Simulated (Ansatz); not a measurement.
CoP3 (space group Im-3)

```cif
data_Co4P12
_chemical_formula_sum 'Co4 P12'
_space_group_name_H-M_alt 'P 1'
_space_group_IT_number 1
_cell_length_a 6.61626
_cell_length_b 6.61626
_cell_length_c 6.61626
_cell_angle_alpha 109.471
_cell_angle_beta 109.471
_cell_angle_gamma 109.471
loop_
_space_group_symop_operation_xyz
  'x, y, z'
loop_
_atom_site_label
_atom_site_type_symbol
_atom_site_fract_x
_atom_site_fract_y
_atom_site_fract_z
_atom_site_occupancy
Co1 Co 0.00000 0.00000 0.50000 1
Co2 Co 0.50000 0.50000 0.50000 1
Co3 Co 0.00000 0.50000 0.00000 1
Co4 Co 0.50000 0.00000 0.00000 1
P1 P 0.85285 0.65276 0.50561 1
P2 P 0.14715 0.34724 0.49439 1
P3 P 0.14715 0.65276 0.79990 1
P4 P 0.85285 0.34724 0.20010 1
P5 P 0.50561 0.85285 0.65276 1
P6 P 0.49439 0.14715 0.34724 1
P7 P 0.79990 0.14715 0.65276 1
P8 P 0.20010 0.85285 0.34724 1
P9 P 0.65276 0.50561 0.85285 1
P10 P 0.34724 0.49439 0.14715 1
P11 P 0.65276 0.79990 0.14715 1
P12 P 0.34724 0.20010 0.85285 1
```

The volume is varied about the relaxed value V₀ at fixed cell shape. The atoms relax within the cell's symmetry.

All values below come from PBEsol (plane waves to 420 eV, PAW, scalar-relativistic; Ansatz, a program for electronic structure). k mesh 5×5×5 (Γ-centred), Fermi-Dirac smearing 0.05 eV. E stands for the smeared free energy. Compression counts positive. At this level the bands of CoP3 touch or barely overlap; measurements give the solid a gap. CoP3 is run without spin polarisation. CoP3 was relaxed with its symmetry unable to fall. The zero of ΔE is the relaxed starting cell.

```
a (Å)   ΔE (kJ/mol of atoms)  P (GPa)
------  --------------------  -------
7.4838                     …        …
7.5234                   1.5      8.5
7.5626                   0.7      5.4
7.6014                   0.2      2.6
7.6398                   0.0      0.0
7.6778                   0.2     -2.4
7.7154                   0.6     -4.6
7.7527                   1.3     -6.6
7.7896                   2.3     -8.5
```

Fill in the missing entries.


- 7.4838, ΔE (kJ/mol of atoms): 2.8
- 7.4838, P (GPa): 11.9

(Under strain, the slope of the energy per volume gives the stress and its curvature an elastic modulus.)
